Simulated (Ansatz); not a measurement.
**Quadrupolar parameters in MgH8Cl2O4**

The cell is a diffraction structure from the COD whose atoms were relaxed with PBE, the cell held.

Space group Pbcn (No. 60); a = 7.2557, b = 8.4285, c = 11.0412 Å.

```
site  Wyckoff  site symmetry       x       y       z
  Mg       4c            .2.  0.5000  0.8774  0.2500
  H5       8d              1  0.7089  0.9676  0.0556
 H13       8d              1  0.6981  0.7839  0.0543
 H21       8d              1  0.5713  0.5608  0.3032
 H29       8d              1  0.5739  0.1943  0.3014
  Cl       8d              1  0.2276  0.8785  0.0996
 O45       4c            .2.  0.5000  0.6319  0.2500
 O49       8d              1  0.6864  0.8758  0.1087
 O57       4c            .2.  0.5000  0.1231  0.2500
```

One atom of each set is listed.

The numbers come from a DFT calculation in Ansatz (r2SCAN, plane waves and PAW, scalar-relativistic, 500 eV cutoff, Γ-centred 3×3×2 k-points, Fermi–Dirac smearing 0.02 eV).

C_Q = eQV_zz/h, which is 24.18 MHz for Q = 1 b and V_zz = 10²¹ V/m²; η = (V_xx − V_yy)/V_zz.

25Mg: I = 5/2, Q = 199.4 mb; 2H: I = 1, Q = 2.858 mb; ³⁵Cl: I = 3/2, Q = -81.12 mb; 17O: I = 5/2, Q = -25.58 mb. Quadrupole moments are those of Pyykkö's year-2017 table.

(1) What field gradients does the calculation give at each kind of site?

## Answers

(1) 

```
site  atoms                              first shell  V_zz (10²¹ V/m²)     η  C_Q (MHz)
  Mg      4            4 O at 2.07 Å, 2 Cl at 2.58 Å              2.09  0.30       10.1
  H5      8       1 O at 0.98 Å; also 1 Cl at 2.20 Å              3.51  0.14      0.242
 H13      8       1 O at 0.98 Å; also 1 Cl at 2.19 Å              3.50  0.14      0.242
 H21      8       1 O at 0.99 Å; also 1 Cl at 2.19 Å              3.42  0.15      0.237
 H29      8       1 O at 0.98 Å; also 1 Cl at 2.20 Å              3.45  0.15      0.238
  Cl      8  1 Mg at 2.58 Å; also 4 H at 2.19–2.20 Å              1.76  0.94      -3.46
 O45      4            2 H at 0.99 Å, 1 Mg at 2.07 Å            -15.36  0.65       9.50
 O49      8            2 H at 0.98 Å, 1 Mg at 2.07 Å            -15.05  0.68       9.31
 O57      4            2 H at 0.98 Å, 1 Mg at 2.07 Å            -15.48  0.64       9.58
```

At H5, H13, H21 and H29 V_zz points along its bond to O (within 2°) in each case. At O45 and O57 V_zz stands upright on the plane through its three neighbours (within 1°) in each case.

The largest force is 0.5 eV/Å, so the atoms aren't at the calculated equilibrium and relaxing them would move these values. The lattice is static: at room temperature water may turn and average the couplings of its hydrogen. The entry's hydrogen positions were far off; the other atoms hardly move on relaxation. Where η is near 1 the sign of V_zz means little.
